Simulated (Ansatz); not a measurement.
All numbers below come from Ansatz, DFT PBE, scalar-relativistic, plane waves, PAW. Settings: cutoff 420 eV, Γ-centred meshes spaced at most about 0.3 Å⁻¹, and about 0.25 Å⁻¹ or finer for metals (2π included), Gaussian smearing. No spin polarisation in the final relaxations.

Temperature and zero-point effects are left out.

Compare these two cells of SnTe5, each relaxed at this level.

A.

```
CELL_PARAMETERS angstrom
7.05875 0.00000 0.00000
-3.52938 6.11306 0.00000
0.00000 0.00000 4.38185
ATOMIC_POSITIONS crystal
Sn 0.00000 0.00000 0.00000
Te 0.33399 0.00000 0.50000
Te 0.66601 0.66601 0.50000
Te 0.00000 0.33399 0.50000
Te 0.33333 0.66667 0.00000
Te 0.66667 0.33333 0.00000
```

B.

```
CELL_PARAMETERS angstrom
3.62248 2.09144 4.28129
-3.62248 2.09144 4.28129
0.00000 -4.18288 4.28129
ATOMIC_POSITIONS crystal
Sn 0.50000 0.50000 0.50000
Te 0.34699 0.00000 0.65301
Te 0.82614 0.82614 0.82614
Te 0.00000 0.65301 0.34699
Te 0.65301 0.34699 0.00000
Te 0.17386 0.17386 0.17386
```

Problem. Which placement of the atoms is lower in energy, and by how much?

Solution. B is lower, by 25 meV/atom. The two share one framework of sites and differ in which element sits where. A has space group P-62m (No. 189), 31.5 Å³/atom and no gap on its mesh; B has space group R32 (No. 155), 32.4 Å³/atom and no gap. Counting Te atoms around Sn (those within 1.25 times the shortest such distance or 1.15 times the sum of covalent radii), A and B both have Sn 6. Even the lower one lies +0.09 eV/atom against the reference forms of the elements (uncorrected), so neither is stable at this level. In A, around Sn lie 6 Te at 3.22 Å; Te on a site of symmetry m2m has 4 Te at 3.21 Å and 2 Sn at 3.22 Å; Te on a site of symmetry -6 has 6 Te at 3.21 Å. In B, around Sn lie 6 Te at 3.19 Å; Te on a site of symmetry 2 is surrounded by 2 Te at 3.13 Å, 2 Sn at 3.19 Å and 2 Te at 3.36 Å; Te on a site of symmetry 3 has 3 Te at 3.13 Å and 3 Te at 3.36 Å. Both come from invented guesses.

Spin–orbit coupling, which can matter for Te, is left out. Cells relaxed within their symmetry can be saddle points.
